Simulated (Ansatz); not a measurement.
**Phonons of AlB2-type ScB2**

Computed with Ansatz (plane waves, PAW, 420 eV cutoff): PBEsol, scalar-relativistic, no spin polarisation, Gaussian smearing of 0.15 eV. The datasets are Ansatz's generated set soft_2.

```xyz
3
Lattice="3.1269 0.0000 0.0000 -1.5635 2.7080 0.0000 0.0000 0.0000 3.4811" Properties=species:S:1:pos:R:3 pbc="T T T"
Sc    0.0000    0.0000    0.0000
B     0.0000    1.8053    1.7406
B     1.5635    0.9027    1.7406
```

The start was a prototype's sites filled with these elements; the Crystallography Open Database holds the compound in this structure.

Force constants come from finite displacements in a 3×3×2 supercell (the unit cell's 12×12×10 k-mesh, folded to it); the long-range dipole term is not included. Points in reciprocal vectors of this cell: Γ = (0.000, 0.000, 0.000), M = (0.500, 0.000, 0.000), K = (0.333, 0.333, 0.000), A = (0.000, 0.000, 0.500), L = (0.500, 0.000, 0.500), H = (0.333, 0.333, 0.500).

Frequencies at the named points (cm⁻¹, imaginary ones negative):
```tsv
point	ω (cm⁻¹)
Γ	0 0 0 428 428 435 623 810 810
M	275 276 327 480 489 543 683 726 755
K	282 282 286 523 523 651 659 659 732
A	271 271 343 343 348 450 602 809 809
L	270 285 301 487 491 542 696 704 739
H	281 312 312 511 511 643 671 671 733
```

Task: Is the structure dynamically stable along this path, and where does the spectrum end?

Result: Yes: no branch is imaginary beyond numerical noise. The highest frequency is 810 cm⁻¹, at Γ. Points that don't fit the supercell are interpolated.

Task: What does the harmonic approximation give for the vibrational free energy, entropy and heat capacity?

Result: Zero-point energy 91.6 meV/atom.
```tsv
T (K)	F_vib (meV/atom)	S (J/K per mole of atoms)	C_V (J/K per mole of atoms)
100	91.3	1.1	3.2
200	88.1	5.6	10.7
300	79.4	11.0	16.0
400	65.3	16.1	19.0
500	46.3	20.6	20.9
600	22.9	24.5	22.0
700	-4.3	27.9	22.7
800	-34.8	31.0	23.2
900	-68.4	33.7	23.5
1000	-104.7	36.2	23.8
```

The highest mode, 810 cm⁻¹, is worth 1170 K. At 300 K the heat capacity has reached 64 % of the classical limit 3R = 24.9 J/K per mole of atoms, since the stiffer modes are still partly frozen out.

The crystal is a metal or nearly so; low and unstable modes depend on mesh and smearing.

It ran for 4.1 min on 4 threads of Arm Neoverse V1, with other jobs on the host, peak memory 4.2 GiB.
